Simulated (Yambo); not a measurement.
Yambo run on a free-standing SnS$_{2}$ monolayer (symmetry P-3m1, slab cell 15.9 Å high). The wavefunctions come from this Quantum ESPRESSO step (PBE, PseudoDojo stringent norm-conserving files, scalar-relativistic):

```
&CONTROL
  calculation = 'nscf'
  pseudo_dir = './pseudo'
  outdir = './out'
/
&SYSTEM
  ibrav = 0
  nat = 3
  ntyp = 2
  ecutwfc = 102.0
  ecutrho = 408.0
  occupations = 'fixed'
  force_symmorphic = .true.
  nbnd = 127
  assume_isolated = '2D'
/
&ELECTRONS
  conv_thr = 3.0000000000000004e-09
  diago_full_acc = .true.
  diago_thr_init = 1e-08
/
ATOMIC_SPECIES
S 32.0600 S.upf
Sn 118.7100 Sn.upf
CELL_PARAMETERS angstrom
  3.665108975563   0.000000000000   0.000000000000
 -1.832554487782   3.174077480476   0.000000000000
  0.000000000000   0.000000000000  15.900000000000
ATOMIC_POSITIONS crystal
S   0.666666667000   0.333333333000  -0.093320116500
S   0.333333333667   0.666666666333   0.093320116500
Sn   0.000000000333   0.000000000000  -0.000000000000
K_POINTS automatic
6 6 1 0 0 0
```

Yambo input:

```
rim_cut
gw0
dyson
el_el_corr
HF_and_locXC
ppa
em1d
rim_w
RandQpts= 1000000
RandGvec= 2 Ry
CUTGeo= "slab z"
EXXRLvcs= 102 Ry
VXCRLvcs= 408 Ry
Chimod= "HARTREE"
% BndsRnXp
 5 | 125 |
%
NGsBlkXp= 6 Ry
% LongDrXp
 1.0 | 1.0 | 0.0 |
%
RandGvecW= 1000 mRy
PPAPntXp= 27.2114 eV
% GbndRnge
 1 | 125 |
%
GTermKind= "BG"
DysSolver= "n"
ExtendOut
% QPkrange
 1 | 1 | 17 | 18 |
 2 | 2 | 17 | 18 |
 4 | 4 | 17 | 18 |
 7 | 7 | 17 | 18 |
%
```

k points by index: 1 = Γ, 2 = (0, 0.167), 4 = M, 7 = K.

Resulting energies as the program prints them:

```
#    K-point    Band    Eo [eV]    E [eV]    E-Eo [eV]    Vxc [eV]    Vnlxc [eV]    Sc|Eo [eV]    Sc|E [eV]    dSc/dw|Eo [eV]    Re(Z)    Im(Z)
#
    1    17    -0.088431    -0.789932    -0.701501    -13.63831    -16.10160    1.540460    1.761784    -8.582847    0.760209    -0.002462
    1    18    2.436799    3.252905    0.816107    -12.75779    -9.140899    -2.584054    -2.800783    -7.224905    0.790189    -0.002172
    2    17    0.000000    -0.707759    -0.707759    -13.56826    -16.05469    1.555043    1.778666    -8.595334    0.759944    -0.002422
    2    18    2.953612    3.862801    0.909189    -13.54886    -9.656877    -2.724432    -2.982792    -7.730997    0.778743    -0.002274
    4    17    -0.258509    -1.008359    -0.749850    -13.39752    -16.04824    1.662636    1.900869    -8.642929    0.758935    -0.002426
    4    18    1.574189    2.385035    0.810846    -12.45060    -9.000181    -2.418598    -2.639569    -7.414100    0.785871    -0.002271
    7    17    -0.645288    -1.501533    -0.856245    -12.78196    -15.83876    1.925427    2.200557    -8.741180    0.756860    -0.002563
    7    18    2.661047    3.592177    0.931130    -13.13094    -9.235798    -2.699587    -2.964012    -7.727530    0.778827    -0.754382E-4
```
(The two width columns are left out.) Convergence of these settings isn't established.

Spin-orbit coupling is not included.

Geometry relaxed with PBE+D3(BJ).
